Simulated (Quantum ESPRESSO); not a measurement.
## Calculated data, ZrTi2O4F4 (made-up cell, one site empty), CaMgF4 (made-up cell)

All values are calculated (Quantum ESPRESSO 7.5). Calculation on a made-up crystal cell, not a measurement: periodic Kohn-Sham density functional theory in plane waves with PseudoDojo standard norm-conserving scalar-relativistic pseudopotentials, each functional with its own files (v0.5 for PBE, v0.4.1 for LDA and PBEsol), no spin polarisation, no spin-orbit coupling, atoms not relaxed, stress positive in tension, energies less a fixed whole-eV offset for each atom's element; levels are Kohn-Sham levels at fractions of this cell's reciprocal vectors, counted from the reference band (half the neutral cell's valence electrons, rounded up) at Gamma; error bars cover cutoff and k-mesh only, not smearing or the files; each bar is the largest change over components, and at least 0.002 eV, 0.002 eV per angstrom or 0.02 GPa; added strain carries the atoms with the cell, and shear is the tensor component; no dispersion term; energies are for the whole cell, and the offsets were chosen from early runs and are not element reference energies.

Settings shared by all entries: lattice type fluorite; functional pbe; cutoff 1143 eV; fermi dirac smearing 0.025 eV; scf tolerance 1e-07 eV; electrons removed 0.

(1) ZrTi2O4F4 (made-up cell, one site empty)

```
CELL_PARAMETERS angstrom
4.97460 -0.01140 0.01510
-0.01140 4.97880 0.01150
0.01510 0.01150 4.81540
ATOMIC_POSITIONS crystal
Ti 0.03452 0.00451 0.99452
Zr 0.49785 0.01574 0.48850
Ti 0.47941 0.51291 0.02560
O 0.25472 0.23063 0.23163
F 0.26134 0.24279 0.75511
O 0.24881 0.74768 0.22514
F 0.26835 0.78655 0.75705
O 0.73469 0.26005 0.25747
F 0.77311 0.24928 0.75575
F 0.74184 0.75820 0.23782
O 0.73503 0.75710 0.72571
```

| Quantity | Value |
| --- | --- |
| empty site | 2 |
| k mesh | 5 x 5 x 5, shifted by half a step |
| free energy less offsets | 16.85 eV |
| scf iterations | 20 |
| smearing term minus ts | 0 eV |
| pressure | 6.665 GPa |
| stress xx | -1.215 GPa |
| stress yy | -2.812 GPa |
| stress zz | -15.97 GPa |
| stress yz | -1.296 GPa |
| stress xz | 6.927 GPa |
| stress xy | 0.5915 GPa |
| reference band | 44 |
| error bar energy | 0.00313 eV |
| error bar stress | 0.03127 GPa |
| error bar force | 0.002 eV/Å |
| error bar next band up | 0.002 eV |
| error bars from | tighter rerun of this cell |

Atoms:
```
atoms element  atom site  atom energy offset (eV)
           Ti          1                    -1614
           Zr          3                    -1377
           Ti          4                    -1614
            O          5                     -452
            F          6                     -677
            O          7                     -452
            F          8                     -677
            O          9                     -452
            F         10                     -677
            F         11                     -677
            O         12                     -452
```

Forces:
```
site  x (eV/Å)  y (eV/Å)  z (eV/Å)
   1    -2.279    0.1406     2.374
   3     3.541   -0.4826     -1.43
   4     2.428   -0.2125     1.686
   5    -1.795    0.5143    -1.806
   6  -0.03502     1.676   -0.2604
   7    0.3908   -0.4449   -0.3647
   8    -1.981    -1.509   -0.1166
   9   -0.3539    0.4994    -1.956
  10   -0.1628  -0.05865     0.522
  11    0.3876   -0.1098   -0.9756
  12   -0.1407  -0.01252     2.327
```

Levels:
```
level k point  next band up (eV)
        Gamma              0.955
(1/2,1/2,1/2)              0.896
   (0.15,0,0)             0.9963
   (0,0.15,0)             0.9912
   (0,0,0.15)             0.9715
```

(2) ZrTi2O4F4 (made-up cell, one site empty)

```
CELL_PARAMETERS angstrom
4.97460 -0.01140 0.01510
-0.01140 4.97880 0.01150
0.01510 0.01150 4.81540
ATOMIC_POSITIONS crystal
Ti 0.03452 0.00451 0.99452
Zr 0.50314 0.01575 0.48848
Ti 0.47941 0.51291 0.02560
O 0.25472 0.23063 0.23163
F 0.26134 0.24279 0.75511
O 0.24881 0.74768 0.22514
F 0.26835 0.78655 0.75705
O 0.73469 0.26005 0.25747
F 0.77311 0.24928 0.75575
F 0.74184 0.75820 0.23782
O 0.73503 0.75710 0.72571
```

| Quantity | Value |
| --- | --- |
| empty site | 2 |
| k mesh | 5 x 5 x 5, shifted by half a step |
| free energy less offsets | 16.76 eV |
| scf iterations | 20 |
| smearing term minus ts | 0 eV |
| pressure | 6.584 GPa |
| stress xx | -1.363 GPa |
| stress yy | -2.644 GPa |
| stress zz | -15.74 GPa |
| stress yz | -1.314 GPa |
| stress xz | 6.847 GPa |
| stress xy | 0.5205 GPa |
| reference band | 44 |
| error bar energy | 0.00313 eV |
| error bar stress | 0.03127 GPa |
| error bar force | 0.002 eV/Å |
| error bar next band up | 0.002 eV |
| error bars from | tighter rerun of a related cell |

Atoms:
```
atoms element  atom site  atom energy offset (eV)
           Ti          1                    -1614
           Zr          3                    -1377
           Ti          4                    -1614
            O          5                     -452
            F          6                     -677
            O          7                     -452
            F          8                     -677
            O          9                     -452
            F         10                     -677
            F         11                     -677
            O         12                     -452
```

Forces:
```
site  x (eV/Å)  y (eV/Å)  z (eV/Å)
   1    -2.023    0.1573     2.367
   3     3.035   -0.4559    -1.236
   4      2.19    -0.204     1.689
   5    -1.721    0.4456     -1.77
   6   0.03164     1.616   -0.3223
   7    0.4372   -0.4632   -0.3888
   8    -1.923    -1.432   -0.1812
   9    -0.248     0.565    -2.016
  10   -0.1364  -0.02632    0.5455
  11    0.4522   -0.1598    -1.026
  12  -0.09357  -0.04279     2.338
```

Levels:
```
level k point  next band up (eV)
        Gamma             0.9929
(1/2,1/2,1/2)             0.9361
   (0.15,0,0)              1.033
   (0,0.15,0)               1.03
   (0,0,0.15)              1.008
```

(3) ZrTi2O4F4 (made-up cell, one site empty)

```
CELL_PARAMETERS angstrom
4.97460 -0.01140 0.01510
-0.01140 4.97880 0.01150
0.01510 0.01150 4.81540
ATOMIC_POSITIONS crystal
Ti 0.03452 0.00451 0.99452
Zr 0.51214 0.01577 0.48845
Ti 0.47941 0.51291 0.02560
O 0.25472 0.23063 0.23163
F 0.26134 0.24279 0.75511
O 0.24881 0.74768 0.22514
F 0.26835 0.78655 0.75705
O 0.73469 0.26005 0.25747
F 0.77311 0.24928 0.75575
F 0.74184 0.75820 0.23782
O 0.73503 0.75710 0.72571
```

| Property | Result |
| --- | --- |
| empty site | 2 |
| k mesh | 5 x 5 x 5, shifted by half a step |
| free energy less offsets | 16.64 eV |
| scf iterations | 19 |
| smearing term minus ts | 0 eV |
| pressure | 6.582 GPa |
| stress xx | -1.657 GPa |
| stress yy | -2.527 GPa |
| stress zz | -15.56 GPa |
| stress yz | -1.325 GPa |
| stress xz | 6.705 GPa |
| stress xy | 0.3978 GPa |
| reference band | 44 |
| error bar energy | 0.00313 eV |
| error bar stress | 0.03127 GPa |
| error bar force | 0.002 eV/Å |
| error bar next band up | 0.002 eV |
| error bars from | tighter rerun of a related cell |

Atoms:
```
atoms element  atom site  atom energy offset (eV)
           Ti          1                    -1614
           Zr          3                    -1377
           Ti          4                    -1614
            O          5                     -452
            F          6                     -677
            O          7                     -452
            F          8                     -677
            O          9                     -452
            F         10                     -677
            F         11                     -677
            O         12                     -452
```

Forces:
```
site  x (eV/Å)  y (eV/Å)  z (eV/Å)
   1    -1.596    0.1831     2.352
   3     2.129   -0.4245   -0.9054
   4     1.788   -0.1894     1.694
   5    -1.594    0.3406    -1.714
   6    0.1356     1.526   -0.4119
   7    0.5073   -0.4979   -0.4342
   8     -1.82    -1.311   -0.2824
   9  -0.04677    0.6985    -2.143
  10  -0.08084   0.03819    0.5957
  11    0.5704   -0.2567    -1.123
  12  0.007636   -0.1069     2.372
```

Levels:
```
level k point  next band up (eV)
        Gamma              1.055
(1/2,1/2,1/2)              1.003
   (0.15,0,0)              1.094
   (0,0.15,0)              1.094
   (0,0,0.15)               1.07
```

(4) CaMgF4 (made-up cell)

```
CELL_PARAMETERS angstrom
5.18000 -0.02820 -0.06560
-0.02820 5.09890 0.00850
-0.06560 0.00850 5.16790
ATOMIC_POSITIONS crystal
Mg 0.98407 0.98814 0.00458
Ca 0.99713 0.48660 0.50467
Ca 0.50204 0.01304 0.50417
Mg 0.50126 0.49025 0.99830
F 0.25861 0.26272 0.23614
F 0.25679 0.26806 0.75361
F 0.24010 0.74526 0.25190
F 0.24020 0.73324 0.75708
F 0.73477 0.24493 0.25009
F 0.72725 0.23473 0.74415
F 0.74443 0.75993 0.24255
F 0.75904 0.76065 0.77725
```

| Quantity | Value |
| --- | --- |
| k mesh | 4 x 4 x 4, shifted by half a step |
| free energy less offsets | 29.65 eV |
| scf iterations | 10 |
| smearing term minus ts | 0 eV |
| pressure | 9.73 GPa |
| stress xx | -8.394 GPa |
| stress yy | -11.03 GPa |
| stress zz | -9.766 GPa |
| stress yz | -1.133 GPa |
| stress xz | -1.98 GPa |
| stress xy | -1.759 GPa |
| reference band | 48 |
| error bar energy | 0.003757 eV |
| error bar stress | 0.02 GPa |
| error bar force | 0.003287 eV/Å |
| error bar next band up | 0.002 eV |
| error bars from | tighter rerun of a related cell |

Atoms:
```
atoms element  atom site  atom energy offset (eV)
           Mg          1                    -1617
           Ca          2                    -1055
           Ca          3                    -1055
           Mg          4                    -1617
            F          5                     -677
            F          6                     -677
            F          7                     -677
            F          8                     -677
            F          9                     -677
            F         10                     -677
            F         11                     -677
            F         12                     -677
```

Forces:
```
site  x (eV/Å)  y (eV/Å)  z (eV/Å)
   1    0.4665   -0.1913    0.2782
   2   -0.2593    0.7731   -0.4328
   3    -1.576    -1.956   -0.6486
   4   -0.3503    0.4299    0.1573
   5   -0.6069   -0.3952   -0.5813
   6   -0.2669    -1.044    0.7956
   7  -0.03244    0.5097   -0.7798
   8    0.6556     1.073    0.8713
   9    0.7686    0.5215    -1.487
  10     1.581     1.498     2.044
  11  -0.03633   -0.4547   -0.1176
  12   -0.3438    -0.764  -0.09952
```

Levels:
```
level k point  next band up (eV)
        Gamma              6.389
(1/2,1/2,1/2)              9.571
   (0.15,0,0)              6.617
   (0,0.15,0)               6.62
   (0,0,0.15)              6.604
```

(5) CaMgF4 (made-up cell)

```
CELL_PARAMETERS angstrom
5.18000 -0.02820 -0.06560
-0.02820 5.09890 0.00850
-0.06560 0.00850 5.16790
ATOMIC_POSITIONS crystal
Mg 0.98407 0.98814 0.00458
Ca 0.99713 0.48660 0.50467
Ca 0.50204 0.01304 0.50417
Mg 0.50126 0.49025 0.99830
F 0.25861 0.26272 0.23614
F 0.25679 0.26806 0.75361
F 0.24010 0.74526 0.25190
F 0.24020 0.73324 0.75708
F 0.73477 0.24493 0.25009
F 0.72968 0.23475 0.74418
F 0.74443 0.75993 0.24255
F 0.75904 0.76065 0.77725
```

| Quantity | Value |
| --- | --- |
| k mesh | 4 x 4 x 4, shifted by half a step |
| free energy less offsets | 29.63 eV |
| scf iterations | 10 |
| smearing term minus ts | 0 eV |
| pressure | 9.676 GPa |
| stress xx | -8.327 GPa |
| stress yy | -11 GPa |
| stress zz | -9.704 GPa |
| stress yz | -1.044 GPa |
| stress xz | -1.896 GPa |
| stress xy | -1.748 GPa |
| reference band | 48 |
| error bar energy | 0.003757 eV |
| error bar stress | 0.02 GPa |
| error bar force | 0.003287 eV/Å |
| error bar next band up | 0.002 eV |
| error bars from | tighter rerun of a related cell |

Atoms:
```
atoms element  atom site  atom energy offset (eV)
           Mg          1                    -1617
           Ca          2                    -1055
           Ca          3                    -1055
           Mg          4                    -1617
            F          5                     -677
            F          6                     -677
            F          7                     -677
            F          8                     -677
            F          9                     -677
            F         10                     -677
            F         11                     -677
            F         12                     -677
```

Forces:
```
site  x (eV/Å)  y (eV/Å)  z (eV/Å)
   1    0.4656   -0.1866    0.2726
   2   -0.2471    0.7847   -0.4442
   3    -1.534    -1.908   -0.5969
   4   -0.3464     0.432    0.1589
   5   -0.6032   -0.3964   -0.5808
   6   -0.2076    -1.042    0.7955
   7  -0.02652     0.514   -0.7791
   8    0.6593     1.074    0.8713
   9    0.7593     0.522    -1.487
  10     1.474      1.43     2.006
  11  -0.03907   -0.4537   -0.1167
  12   -0.3539   -0.7695  -0.09934
```

Levels:
```
level k point  next band up (eV)
        Gamma              6.393
(1/2,1/2,1/2)               9.58
   (0.15,0,0)               6.62
   (0,0.15,0)              6.624
   (0,0,0.15)              6.608
```

(6) CaMgF4 (made-up cell)

```
CELL_PARAMETERS angstrom
5.18000 -0.02820 -0.06560
-0.02820 5.09890 0.00850
-0.06560 0.00850 5.16790
ATOMIC_POSITIONS crystal
Mg 0.98407 0.98814 0.00458
Ca 0.99713 0.48660 0.50467
Ca 0.50204 0.01304 0.50417
Mg 0.50126 0.49025 0.99830
F 0.25861 0.26272 0.23614
F 0.25679 0.26806 0.75361
F 0.24010 0.74526 0.25190
F 0.24020 0.73324 0.75708
F 0.73477 0.24493 0.25009
F 0.73528 0.23478 0.74426
F 0.74443 0.75993 0.24255
F 0.75904 0.76065 0.77725
```

| Property | Result |
| --- | --- |
| k mesh | 4 x 4 x 4, shifted by half a step |
| free energy less offsets | 29.6 eV |
| scf iterations | 10 |
| smearing term minus ts | 0 eV |
| pressure | 9.564 GPa |
| stress xx | -8.191 GPa |
| stress yy | -10.93 GPa |
| stress zz | -9.576 GPa |
| stress yz | -0.8447 GPa |
| stress xz | -1.703 GPa |
| stress xy | -1.726 GPa |
| reference band | 48 |
| error bar energy | 0.003757 eV |
| error bar stress | 0.02 GPa |
| error bar force | 0.003287 eV/Å |
| error bar next band up | 0.002 eV |
| error bars from | tighter rerun of this cell |

Atoms:
```
atoms element  atom site  atom energy offset (eV)
           Mg          1                    -1617
           Ca          2                    -1055
           Ca          3                    -1055
           Mg          4                    -1617
            F          5                     -677
            F          6                     -677
            F          7                     -677
            F          8                     -677
            F          9                     -677
            F         10                     -677
            F         11                     -677
            F         12                     -677
```

Forces:
```
site  x (eV/Å)  y (eV/Å)  z (eV/Å)
   1    0.4652   -0.1767    0.2608
   2   -0.2166    0.8139    -0.473
   3     -1.44    -1.804   -0.4844
   4    -0.339    0.4379     0.164
   5   -0.5945   -0.3992   -0.5798
   6  -0.07401    -1.039    0.7951
   7  -0.01288     0.524   -0.7778
   8    0.6678     1.075    0.8715
   9    0.7378    0.5232    -1.488
  10     1.229     1.277     1.925
  11  -0.04536   -0.4513   -0.1151
  12   -0.3775   -0.7816  -0.09888
```

Levels:
```
level k point  next band up (eV)
        Gamma                6.4
(1/2,1/2,1/2)              9.597
   (0.15,0,0)              6.628
   (0,0.15,0)              6.632
   (0,0,0.15)              6.615
```

(7) CaMgF4 (made-up cell)

```
CELL_PARAMETERS angstrom
5.18000 -0.02820 -0.06560
-0.02820 5.09890 0.00850
-0.06560 0.00850 5.16790
ATOMIC_POSITIONS crystal
Mg 0.98407 0.98814 0.00458
Ca 0.99713 0.48660 0.50467
Ca 0.50204 0.01304 0.50417
Mg 0.50126 0.49025 0.99830
F 0.25861 0.26272 0.23614
F 0.25679 0.26806 0.75361
F 0.24010 0.74526 0.25190
F 0.24020 0.73324 0.75708
F 0.73477 0.24493 0.25009
F 0.74404 0.23483 0.74437
F 0.74443 0.75993 0.24255
F 0.75904 0.76065 0.77725
```

| Quantity | Value |
| --- | --- |
| k mesh | 4 x 4 x 4, shifted by half a step |
| free energy less offsets | 29.55 eV |
| scf iterations | 10 |
| smearing term minus ts | 0 eV |
| pressure | 9.43 GPa |
| stress xx | -8.028 GPa |
| stress yy | -10.85 GPa |
| stress zz | -9.412 GPa |
| stress yz | -0.5441 GPa |
| stress xz | -1.402 GPa |
| stress xy | -1.7 GPa |
| reference band | 48 |
| error bar energy | 0.003757 eV |
| error bar stress | 0.02 GPa |
| error bar force | 0.003287 eV/Å |
| error bar next band up | 0.002 eV |
| error bars from | tighter rerun of a related cell |

Atoms:
```
atoms element  atom site  atom energy offset (eV)
           Mg          1                    -1617
           Ca          2                    -1055
           Ca          3                    -1055
           Mg          4                    -1617
            F          5                     -677
            F          6                     -677
            F          7                     -677
            F          8                     -677
            F          9                     -677
            F         10                     -677
            F         11                     -677
            F         12                     -677
```

Forces:
```
site  x (eV/Å)  y (eV/Å)  z (eV/Å)
   1    0.4689    -0.164    0.2452
   2    -0.162    0.8675   -0.5256
   3      -1.3    -1.657   -0.3255
   4   -0.3317    0.4502    0.1749
   5   -0.5808   -0.4034    -0.578
   6    0.1291    -1.033    0.7945
   7  0.008449    0.5396   -0.7759
   8    0.6812     1.078    0.8718
   9    0.7041    0.5252    -1.489
  10    0.8535     1.043     1.819
  11  -0.05519   -0.4477   -0.1128
  12   -0.4151   -0.7994  -0.09808
```

Levels:
```
level k point  next band up (eV)
        Gamma              6.409
(1/2,1/2,1/2)              9.618
   (0.15,0,0)              6.637
   (0,0.15,0)              6.641
   (0,0,0.15)              6.625
```

(8) CaMgF4 (made-up cell)

```
CELL_PARAMETERS angstrom
5.18000 -0.02820 -0.06560
-0.02820 5.09890 0.00850
-0.06560 0.00850 5.16790
ATOMIC_POSITIONS crystal
Mg 0.98407 0.98814 0.00458
Ca 0.99713 0.48660 0.50467
Ca 0.50204 0.01304 0.50417
Mg 0.50126 0.49025 0.99830
F 0.25861 0.26272 0.23614
F 0.25679 0.26806 0.75361
F 0.24010 0.74526 0.25190
F 0.24020 0.73324 0.75708
F 0.73477 0.24493 0.25009
F 0.75326 0.23488 0.74448
F 0.74443 0.75993 0.24255
F 0.75904 0.76065 0.77725
```

| Quantity | Value |
| --- | --- |
| k mesh | 4 x 4 x 4, shifted by half a step |
| free energy less offsets | 29.52 eV |
| scf iterations | 10 |
| smearing term minus ts | 0 eV |
| pressure | 9.34 GPa |
| stress xx | -7.924 GPa |
| stress yy | -10.81 GPa |
| stress zz | -9.287 GPa |
| stress yz | -0.2398 GPa |
| stress xz | -1.089 GPa |
| stress xy | -1.683 GPa |
| reference band | 48 |
| error bar energy | 0.003757 eV |
| error bar stress | 0.02 GPa |
| error bar force | 0.003287 eV/Å |
| error bar next band up | 0.002 eV |
| error bars from | tighter rerun of a related cell |

Atoms:
```
atoms element  atom site  atom energy offset (eV)
           Mg          1                    -1617
           Ca          2                    -1055
           Ca          3                    -1055
           Mg          4                    -1617
            F          5                     -677
            F          6                     -677
            F          7                     -677
            F          8                     -677
            F          9                     -677
            F         10                     -677
            F         11                     -677
            F         12                     -677
```

Forces:
```
site  x (eV/Å)  y (eV/Å)  z (eV/Å)
   1    0.4788    -0.155    0.2332
   2  -0.09598    0.9349   -0.5917
   3    -1.165    -1.522   -0.1803
   4   -0.3296    0.4666    0.1899
   5   -0.5662   -0.4077    -0.576
   6    0.3377    -1.024    0.7934
   7   0.03076     0.556   -0.7743
   8    0.6952     1.081    0.8722
   9    0.6691    0.5273    -1.491
  10    0.4663     0.803     1.732
  11  -0.06544    -0.444    -0.111
  12   -0.4553    -0.816  -0.09719
```

Levels:
```
level k point  next band up (eV)
        Gamma              6.416
(1/2,1/2,1/2)              9.634
   (0.15,0,0)              6.644
   (0,0.15,0)              6.648
   (0,0,0.15)              6.632
```
